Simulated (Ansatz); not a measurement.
AlGa$_{3}$N$_{4}$:
Space group P-43m (No. 215); a = b = c = 4.468 Å, α = β = γ = 90.00°

| atom | site | symmetry | x | y | z |
|---|---|---|---|---|---|
| Al | 1a | -43m | 0.0000 | 0.0000 | 0.0000 |
| Ga | 3c | -42.m | 0.0000 | 0.5000 | 0.5000 |
| N | 4e | .3m | 0.2450 | 0.2450 | 0.2450 |

Relaxed with PBEsol. Plane-wave PAW PBEsol (Ansatz code) gives a gap of 2.29 eV.

Problem. What gap does HSE06 give on the same cell (Ansatz, PAW)?

Solution. 3.62 eV, 1.33 eV more. The hybrid was solved on a coarser mesh and at special points; its gap is the smallest among all of these.

```tsv
k	v1 PBEsol	c1 PBEsol	v1 HSE06	c1 HSE06
Γ	0.00	2.29	0.00	3.62
R	-0.68	4.92	(withheld)	(withheld)
M	-0.63	6.65	(withheld)	(withheld)
X	-1.20	4.83	(withheld)	(withheld)
```

Problem. Top valence (v1) and lowest conduction level (c1) in eV from each method's valence maximum (which need not be a listed point): supply the withheld HSE06 values.

Solution. 
- M, v1 HSE06: -0.65
- M, c1 HSE06: 8.32
- X, v1 HSE06: -1.28
- X, c1 HSE06: 6.25
- R, v1 HSE06: -0.72
- R, c1 HSE06: 6.47

Cost on shared cores: the PBEsol run (SCF on a 6×6×6 mesh, then bands and DOS) about 60 core-seconds (a rough figure), the HSE06 run (SCF on 4×4×4, then a few points) very roughly 4 core-minutes; the tasks are unlike.

The first step of the workflow began from a Materials Project structure, measured or hypothetical; the Crystallography Open Database copy checked does not list it. With Al and Ga taken as one species the cell has the higher symmetry F-43m, so it may be an ordered model of a mixed-site phase. Whether it is the stable phase at ambient conditions was not checked. The PBEsol relaxation kept the symmetry of its start; of distortions, only those at the zone centre were tested. Scalar-relativistic: spin–orbit coupling is off unless named, which matters more the heavier the elements.

Potentials: the later of the program's two PAW sets.
